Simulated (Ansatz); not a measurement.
**Elastic constants of YHg (Pm-3m) under pressure**

```
Y Hg
1.0
     3.66532    0.00000    0.00000
     0.00000    3.66532    0.00000
     0.00000    0.00000    3.66532
Y Hg
1 1
Direct
  0.50000 0.50000 0.50000
  0.00000 0.00000 0.00000
```

This is the zero-pressure cell. At each pressure cell and atoms are relaxed in this structure, and the constants are slopes of the stress at strains of ±0.005 with relaxed ions (the coefficients that govern stability under load). Level: PBEsol, PAW on Ansatz 0.2.0's default frozen-core files (fitted under PBE), scalar-relativistic; k mesh 14×14×14, strains of ±0.005, Fermi-Dirac smearing of 0.100 eV, cutoff 420 eV. P is the pressure of the relaxed cell, less that of this one.

| P (GPa) | V/V₀ | C11 (GPa) | C12 (GPa) | C44 (GPa) |
| --- | --- | --- | --- | --- |
| 0.00 | 1.0000 | 98.3 | 62.0 | 39.5 |
| 0.99 | 0.9870 | 102.6 | 66.5 | 41.3 |
| 2.01 | 0.9747 | 106.8 | 71.0 | 43.0 |
| 3.99 | 0.9528 | 114.8 | 79.7 | 46.2 |
| 6.98 | 0.9240 | 125.9 | 92.5 | 50.5 |
| 9.96 | ? | ? | ? | ? |
| 15.01 | 0.8636 | 152.8 | 125.5 | 60.5 |

Q: Does the bulk modulus from the constants agree with the pressure-volume curve?

A: A third-order Birch-Murnaghan fit to the volumes shown (F against f, f = [(V₀/V)^(2/3) − 1]/2) gives B₀ = 74.2 GPa and B′ = 4.4. Its −V dP/dV stands beside (C11 + 2C12)/3:

```csv
P (GPa),from P(V),from the constants
0.00,74.2,74.1
0.99,78.5,78.5
2.01,82.9,83.0
3.99,91.2,91.4
6.98,103.5,103.6
15.01,135.5,134.6
```

Q: What are the pressure derivatives at zero pressure?

A: Slopes at V₀ of quadratic fits in −ln(V/V₀) through the first four rows shown, divided by B₀: dC11/dP = 4.4, dC12/dP = 4.5, dC44/dP = 1.8. The mean slopes up to 2.0 GPa are 4.3, 4.5, 1.7; curvature and scatter of the constants part the two. The combination (dC11/dP + 2 dC12/dP)/3 = 4.5 stands against B′.

Q: Fill the row at 9.96 GPa.

A: Cubic fits in −ln(V/V₀) through all rows shown give C11 = 136.4, C12 = 105.0, C44 = 54.5 GPa. Computed: V/V₀ = 0.8992, C11 (GPa) = 136.4, C12 (GPa) = 105.0, C44 (GPa) = 54.5.

Q: Does a shear stiffness soften?

A: C44 goes from 39.5 to 60.5 GPa; (C11 − C12)/2 goes from 18.1 to 13.7 GPa. (C11 − C12)/2 softens under pressure, though the lattice stays mechanically stable over this range.

Known limits: no other phase was computed; many crystals of this kind change structure within this range, and rows or crossings beyond such a change describe a metastable lattice; frozen-core PAW files fitted under PBE, their cores solved anew for the functional of the run; responses of metals move with mesh and smearing; no spin-orbit coupling on heavy atoms; phonons weren't checked at these pressures.
